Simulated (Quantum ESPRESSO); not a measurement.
pw.x input (Quantum ESPRESSO 7.5; LDA, PseudoDojo standard norm-conserving files, scalar-relativistic):

```
&CONTROL
  calculation = 'scf'
  pseudo_dir = './pseudo'
  outdir = './out'
  tprnfor = .true.
  tstress = .true.
/
&SYSTEM
  ibrav = 0
  nat = 2
  ntyp = 2
  ecutwfc = 88.0
  ecutrho = 352.0
  occupations = 'smearing'
  smearing = 'fd'
  degauss = 0.005
  nbnd = 18
/
&ELECTRONS
  conv_thr = 2e-10
/
ATOMIC_SPECIES
Ti 47.8670 Ti.upf
Ru 101.0700 Ru.upf
CELL_PARAMETERS angstrom
  3.069570000000   0.000000000000   0.000000000000
  0.000000000000   3.069570000000   0.000000000000
  0.000000000000   0.000000000000   3.069570000000
ATOMIC_POSITIONS crystal
Ti   0.000000000000   0.000000000000   0.000000000000
Ru   0.500000000000   0.500000000000   0.500000000000
K_POINTS automatic
14 14 14 0 0 0
```

End of the output:

```
     total energy              =    -321.06731888 Ry
     estimated scf accuracy    <       0.00000004 Ry
     total energy              =    -321.06731887 Ry
     estimated scf accuracy    <       0.00000004 Ry
     total energy              =    -321.06731888 Ry
     estimated scf accuracy    <          7.7E-10 Ry
[...]
     the Fermi energy is    19.0437 ev
!    total energy              =    -321.06731888 Ry
     estimated scf accuracy    <          4.9E-11 Ry
     smearing contrib. (-TS)   =      -0.00055772 Ry
     internal energy E=F+TS    =    -321.06676115 Ry
     The total energy is F=E-TS. E is the sum of the following terms:
     one-electron contribution =     -73.77792247 Ry
     hartree contribution      =      52.78332784 Ry
     xc contribution           =     -51.33051775 Ry
     ewald contribution        =    -248.74164877 Ry
     convergence has been achieved in  12 iterations
     Forces acting on atoms (cartesian axes, Ry/au):
     atom    1 type  1   force =     0.00000000    0.00000000    0.00000000
     atom    2 type  2   force =     0.00000000    0.00000000    0.00000000
     Total force =     0.000000     Total SCF correction =     0.000000
     Computing stress (Cartesian axis) and pressure
          total   stress  (Ry/bohr**3)                   (kbar)     P=     -104.99
  -0.00071367   0.00000000   0.00000000         -104.99        0.00        0.00
   0.00000000  -0.00071367   0.00000000            0.00     -104.99        0.00
   0.00000000   0.00000000  -0.00071367            0.00        0.00     -104.99
```

Spin-orbit coupling is not included.

Geometry of the Materials Project entry, not relaxed at this level.
